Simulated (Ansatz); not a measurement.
In the program Ansatz at the r²SCAN+D4 level (PAW), PbS in the tetragonal phase (P4/nmm; Pb on 2c, S on 2a) relaxes to a = 5.101 Å, c = 4.127 Å. Against the elements it lies at -52 kJ/mol-atom, with no fitted shifts.

The Kohn–Sham gap is 1.01 eV (indirect). The screened hybrid HSE06 puts the gap at 1.28 eV. Gap from r²SCAN+D4 with spin–orbit coupling: 0.65 eV. The electron mass is 0.24, 0.28, 0.44 mₑ (principal values). The hole mass is 0.31, 0.96, 1.4 mₑ (principal values).

The relaxed-ion elastic constants in GPa are C11 = 30.9, C12 = 76.7, C13 = 13.0, C33 = 26.9, C44 = 5.0, C66 = 41.2. Bader charges are Pb +1.02, S -1.02 e.

The start of the workflow was typed in or built on a structure type; neither database checked (COD, Materials Project) lists it. It is not the phase usual at ambient conditions (space group No. 225). The r²SCAN+D4 relaxation kept the symmetry of its start. At this level the phase is mechanically unstable. The volume moved by -18 % from the start of the relaxation. The references are the lowest solids computed at this level, not always the standard phases. Spin–orbit coupling is left out wherever it is not named.

Potentials: the earlier of the program's two PAW sets.
